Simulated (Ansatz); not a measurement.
# VOF3: Field gradients at the nuclei

The cell is a computed structure from the Materials Project (it need not be an observed phase), taken as it stands.

```cif
data_VOF3
_symmetry_space_group_name_H-M 'P2_1/c'
_symmetry_Int_Tables_number 14
_cell_length_a 5.2979
_cell_length_b 7.9012
_cell_length_c 9.0932
_cell_angle_alpha 90.000
_cell_angle_beta 110.007
_cell_angle_gamma 90.000
loop_
_atom_site_label
_atom_site_type_symbol
_atom_site_symmetry_multiplicity
_atom_site_Wyckoff_symbol
_atom_site_fract_x
_atom_site_fract_y
_atom_site_fract_z
V V 4 e 0.8636 0.6756 0.4519
O O 4 e 0.9312 0.9400 0.1108
F9 F 4 e 0.8511 0.2700 0.0707
F11 F 4 e 0.7125 0.8571 0.4939
F12 F 4 e 0.5923 0.5947 0.2957
```

One atom of each set is listed.

Method: Kohn–Sham DFT in Ansatz, PBE, plane waves and PAW, scalar-relativistic, 420 eV cutoff, Γ-centred 5×3×3 k-points, Fermi–Dirac smearing 0.02 eV.

Conventions: |V_zz| ≥ |V_yy| ≥ |V_xx|, η = (V_xx − V_yy)/V_zz, C_Q = eQV_zz/h.

51V: I = 7/2, Q = -52.00 mb; ¹⁷O: I = 5/2, Q = -25.58 mb. Nuclear quadrupole moments: year-2017 set (Pyykkö).

Problem. What field gradients does the calculation give at each kind of site?

Solution. 

| site | atoms | first shell | V_zz (10²¹ V/m²) | η | C_Q (MHz) |
| --- | --- | --- | --- | --- | --- |
| V | 4 | 1 O at 1.64 Å, 3 F at 1.75–1.76 Å; also 1 O at 2.32 Å | 6.56 | 0.31 | -8.25 |
| O | 4 | 1 V at 1.64 Å; also 1 V at 2.32 Å | 2.09 | 0.98 | -1.29 |
| F9 | 4 | 1 V at 1.76 Å | 8.17 | 0.28 | – |
| F11 | 4 | 1 V at 1.75 Å | 7.37 | 0.48 | – |
| F12 | 4 | 1 V at 1.76 Å | 8.19 | 0.28 | – |

At F9, F11 and F12 V_zz points along its bond to V (within 6°) in each case.

F has no stable isotope with a ground-state quadrupole moment in the table, so no C_Q is given.

The largest force is 1.2 eV/Å, so the atoms aren't at the calculated equilibrium and relaxing them would move these values. Where η is near 1 the sign of V_zz means little.
